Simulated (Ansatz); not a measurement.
Al₂ZnTe₄ in space group I-4 (No. 82; Al on 2d, Al on 2b, Zn on 2a, Te on 8g), r²SCAN (plane waves, PAW; program Ansatz). The conduction-band minimum lies at M, with 1 equivalent valley. Second derivatives d²E/dk² of the lowest band at one valley (eV·Å²), along Cartesian directions:

```tsv
direction	d²E/dk²
[100]	16.71
[010]	16.71
[001]	32.70
[110]	16.77
[101]	24.63
[011]	24.63
```

Problem. Find the principal effective masses, the density-of-states mass and the conductivity mass.

Solution. Off-diagonal terms follow from H_xy = H[110] − (H_xx + H_yy)/2, and m*/mₑ = 7.620 eV·Å² over each eigenvalue: 0.23, 0.45, 0.46. One valley's DOS mass (m₁m₂m₃)^(1/3) = 0.36, conductivity mass 3/(Σ 1/mᵢ) = 0.35 mₑ.

Problem. What effective density of states Nc follows at 300 K for parabolic valleys?

Solution. Nc = 2.509e19 × 1 × (0.36)^(3/2) ≈ 5.4e18 cm⁻³.

The workflow started from a Materials Project entry (that database holds measured and hypothetical structures alike); the Crystallography Open Database files this formula in space group No. 82, but the cells were not matched. Its standing as an ambient phase is unchecked. The cell was relaxed with r²SCAN under the symmetry of its start; its stability against distortions is not shown here. Scalar-relativistic: spin–orbit coupling is off unless named, which matters more the heavier the elements.

Potentials: the later of the program's two PAW sets.

Edges and masses are those of Kohn–Sham bands, whose gap is no quasiparticle gap.
